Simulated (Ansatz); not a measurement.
RbSc5Te8 in space group C2/m (No. 12; Pearson symbol mS28), plane-wave PAW r²SCAN (Ansatz code). The conduction-band minimum lies at Y2, with 1 equivalent valley. Second derivatives d²E/dk² of the lowest band at one valley (eV·Å²), along Cartesian directions:

| direction | d²E/dk² |
|---|---|
| [100] | 3.980 |
| [010] | 31.21 |
| [001] | 6.164 |
| [110] | 17.61 |
| [101] | 6.185 |
| [011] | 18.70 |

Task: Find the principal effective masses, the density-of-states mass and the conductivity mass.

Result: Off-diagonal terms follow from H_xy = H[110] − (H_xx + H_yy)/2, and m*/mₑ = 7.620 eV·Å² over each eigenvalue: 0.24, 1.1, 2.2. One valley's DOS mass (m₁m₂m₃)^(1/3) = 0.85, conductivity mass 3/(Σ 1/mᵢ) = 0.55 mₑ.

Task: What effective density of states Nc follows at 300 K for parabolic valleys?

Result: Nc = 2.509e19 × 1 × (0.85)^(3/2) ≈ 2.0e19 cm⁻³.

The first step of the workflow began from a Materials Project structure, measured or hypothetical; the Crystallography Open Database copy checked does not list it. Its standing as an ambient phase is unchecked. The cell was relaxed with r²SCAN under the symmetry of its start; its stability against distortions is not shown here. No spin polarisation was allowed. Spin–orbit coupling is left out wherever it is not named.

Potentials: the later of the program's two PAW sets.

Edges and masses are those of Kohn–Sham bands, whose gap is no quasiparticle gap.
